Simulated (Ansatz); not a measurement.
## What one resistivity implies

Screening note. Surface loss at microwave frequencies, Drude damping in the near infrared and electronic heat conduction all follow from the resistivity and the plasma energy of a metal.

The reference row is fcc Ag. Frequency 100 GHz, photon energy 1.2 eV, T = 300 K, Lorenz number 2.44×10⁻⁸ WΩ/K². All rows are cubic metals, run without spin polarisation.

Levels of theory (Ansatz, a plane-wave PAW program): resistivity, plasma energy, N(E_F): PBEsol, Boltzmann equation with harmonic phonons, 300 K, mean over directions.

Model: R_s = √(πfμ₀ρ) = 6.283 mΩ × √(f ρ); ħγ = ħε₀ω_p²ρ = 0.1345 meV × (ħω_p)² ρ; quality = ω/γ; κ_e = L₀T/ρ = 732/ρ.

| crystal | ρ (μΩ·cm) | ħω_p (eV) | N(E_F) (states/eV/atom) | surface resistance (mΩ) | damping ħγ (meV) | Drude quality | electronic κ (W/(m·K)) |
|---|---|---|---|---|---|---|---|
| Lu3InN (anti-perovskite) | 21 | 3.4 | 0.36 | 290 | 32.7 | 37 | 35 |
| ScIn3 (Cu3Au type) | 14 | 6.4 | 0.56 | 240 | 77.1 | 16 | 52 |
| fcc Ag, reference | 1.6 | 9.2 | 0.26 | 79 | 18.2 | 66 | 460 |
| YIn3 (Cu3Au type) | 13 | 6.4 | 0.53 | 230 | 71.6 | 17 | 56 |
| InTe (rock salt) | 19 | 6.8 | 0.43 | 270 | 118 | 10 | 39 |
| LuH2 (fluorite) | 12 | 5.1 | 0.19 | 220 | 42.0 | 29 | 61 |

Not checked to be the ambient phase: Lu3InN (anti-perovskite); ScIn3 (Cu3Au type); YIn3 (Cu3Au type); InTe (rock salt); LuH2 (fluorite). Spin–orbit coupling is left out unless named.

For Lu3InN (anti-perovskite), step by step:

- R_s = 6.283 × √(100 × 21) = 290 mΩ
- ħγ = 0.1345 × 3.4² × 21 = 32.7 meV
- Drude quality: 1200/32.7 = 37
- κ_e = 732/21 = 35 W/(m·K)

Ranking by Drude quality, highest first: fcc Ag (66 ± 12), Lu3InN (anti-perovskite) (37 ± 6.9) ≈ LuH2 (fluorite) (29 ± 5.4), YIn3 (Cu3Au type) (17 ± 3.2) ≈ ScIn3 (Cu3Au type) (16 ± 3.0), InTe (rock salt) (10 ± 1.9). The ± follows from allowances picked for this note (resistivity 12 %, plasma energy 4 %, 12 % for the model), carried to first order and added in quadrature; ≈ joins neighbours closer than their two ± added in quadrature. On this figure 0 of 5 candidates do clearly better than the reference.

The trade-off between high Drude quality and high plasma energy leaves these rows undominated: fcc Ag (66, 9.2). The reference is on the front.

The usual expectation is that resistivity rises with N(E_F) (a high density of slow d states gives more final states to scatter into without carrying much current). These rows show that weakly (rank correlation 0.43 over 6 rows).

Only phonon scattering is included, so films lose more. Interband absorption, often the larger optical loss, is outside the Drude quality. Resistivities move by up to 12 % from half the mesh. The rows are a sample of cubic metals; oxides, V to Ni (no spin in these runs) and Tl, Pb, Bi were not drawn. Limits of the draw: cubic metals without O, V to Ni, Tl, Pb or Bi. As a rule kept out of such tables: 4f compounds, open-shell compounds run without a Hubbard term, cells found unstable in the tests at hand, cells close to a higher symmetry, and runs set to a pressure or over 12 % in volume from the crystal's fullest run.
